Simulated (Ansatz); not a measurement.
ZrPbO$_{3}$ in space group R3c (No. 161; Pb on 6a, Zr on 6a, O on 18b), r²SCAN in the plane-wave PAW code Ansatz. The conduction-band minimum lies at F, with 3 equivalent valleys. Second derivatives d²E/dk² of the lowest band at one valley (eV·Å²), along Cartesian directions:

```
direction  d²E/dk²
---------  -------
[100]        21.33
[010]        18.15
[001]        18.91
[110]        22.49
[101]        14.66
[011]        15.38
```

Task: Find the principal effective masses, the density-of-states mass and the conductivity mass.

Result: Off-diagonal terms follow from H_xy = H[110] − (H_xx + H_yy)/2, and m*/mₑ = 7.620 eV·Å² over each eigenvalue: 0.28, 0.46, 0.53. One valley's DOS mass (m₁m₂m₃)^(1/3) = 0.41, conductivity mass 3/(Σ 1/mᵢ) = 0.39 mₑ.

Task: What effective density of states Nc follows at 300 K for parabolic valleys?

Result: Nc = 2.509e19 × 3 × (0.41)^(3/2) ≈ 2.0e19 cm⁻³.

The start of the workflow was typed in or built on a structure type; neither database checked (COD, Materials Project) lists it. COD files the formula under space group No. 38, 55. Whether it is the stable phase at ambient conditions was not checked. The r²SCAN relaxation kept the symmetry of its start; whether a distortion lowers the energy is not shown. No spin polarisation was allowed. Scalar-relativistic: spin–orbit coupling is off unless named, which matters more the heavier the elements.

Potentials: the earlier of the program's two PAW sets. The files were generated under PBE; for other functionals the program regenerates the frozen cores, and for LDA and PBEsol the local potential too.

Edges and masses are those of Kohn–Sham bands, whose gap is no quasiparticle gap.
